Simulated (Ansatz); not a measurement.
HBr: zone-centre modes at 8 GPa

Level of theory: DFT LDA, scalar-relativistic, plane waves, PAW (Ansatz 0.2.0). Plane waves to 420 eV; Γ-centred k mesh 16×16×16; Fermi-Dirac smearing of 0.15 eV. No spin polarisation. Phonons by linear response, acoustic sum rule imposed.

The cell, relaxed at 8 GPa:
```
H Br
1.0
     0.00000    2.89922    2.89922
     1.66321    0.00000    2.89922
     1.66321    2.89922    0.00000
H Br
1 1
Cartesian
  0.0000 0.0000 0.0000
  1.6632 2.8992 2.8992
```

In a metal, frequencies and elastic constants depend on the k mesh and the smearing, soft modes and shear constants most. Other phases may be more stable at this pressure. A semilocal functional can close a gap that the real compound has.

(1) Is this structure stable against zone-centre distortions?

(2) List the optical modes at Γ (i marks imaginary ones).

Results:

(1) No: 3 of the 3 optical modes are imaginary.

(2)
| frequency (cm⁻¹) | degeneracy |
| --- | --- |
| 1526i | 1 |
| 770i | 2 |

Cost: 1 run of about 0.66 core-minutes, on Arm Neoverse V2 (shared hosts).